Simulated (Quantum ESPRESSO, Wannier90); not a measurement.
## Tight-binding from DFT: InP (zinc blende)

```
begin unit_cell_cart
ang
    0.0000000000    2.9519750000    2.9519750000
    2.9519750000    0.0000000000    2.9519750000
    2.9519750000    2.9519750000    0.0000000000
end unit_cell_cart
begin atoms_frac
In   0.0000000000  0.0000000000  0.0000000000
P   -0.2500000000 -0.2500000000 -0.2500000000
end atoms_frac
```

Structure: Materials Project mp-20351, symmetrised, not relaxed again. COD (Crystallography Open Database) has an entry of this formula and space group (matched by these alone). Level: PBEsol, no spin polarisation, no spin-orbit coupling; pw.x of Quantum ESPRESSO at 56 Ry with PseudoDojo potentials, 8×8×8 k-points, Wannier90. Density: 10×10×10 mesh, cold smearing 0.01 Ry. Spin-orbit coupling is left out although heavy elements are present.

Functional, cutoff and mesh named above are those of the base row (PBEsol); the first column says what each row takes instead. Model: 8 functions from bands 6-20, start hydrogen-like In: s;p; P: s;p, disentangled but not localised (num_iter = 0), frozen window tied to the conduction edge or Fermi level of each row, as listed, which moves Ω_I and hoppings a little by itself. Energies are relative to the valence-band maximum; the misfit is to pw.x on a path, for states up to 1.5 eV relative to the valence-band maximum. The functional changes, each with its own PseudoDojo files and their cutoffs, on the same cell. The disentangled Ω_I can sit in another minimum from row to row.

```json
[
 {"functional": "LDA", "frozen to (eV)": "1.87", "Ω_I (Å²)": "11.44", "rms misfit (meV)": "2.9", "gap (eV)": "0.37", "bottom of band 6 (eV)": "-11.41", "on-site In1 pz minus In1 s (eV)": "5.57", "hopping modulus In1 s – P2 s, R = 0 1 0 (eV)": "1.309", "hopping modulus In1 s – P2 px, R = 0 0 1 (eV)": "1.249", "hopping modulus In1 py – P2 px, R = 0 0 1 (eV)": "1.221"},
 {"functional": "PBE", "frozen to (eV)": "2.09", "Ω_I (Å²)": "11.51", "rms misfit (meV)": "3.7", "gap (eV)": "0.59", "bottom of band 6 (eV)": "-11.37", "on-site In1 pz minus In1 s (eV)": "5.50", "hopping modulus In1 s – P2 s, R = 0 1 0 (eV)": "1.322", "hopping modulus In1 s – P2 px, R = 0 0 1 (eV)": "1.253", "hopping modulus In1 py – P2 px, R = 0 0 1 (eV)": "1.224"},
 {"functional": "PBEsol", "frozen to (eV)": "2.00", "Ω_I (Å²)": "11.86", "rms misfit (meV)": "5.3", "gap (eV)": "0.49", "bottom of band 6 (eV)": "-11.40", "on-site In1 pz minus In1 s (eV)": "5.49", "hopping modulus In1 s – P2 s, R = 0 1 0 (eV)": "1.318", "hopping modulus In1 s – P2 px, R = 0 0 1 (eV)": "1.237", "hopping modulus In1 py – P2 px, R = 0 0 1 (eV)": "1.210"}
]
```
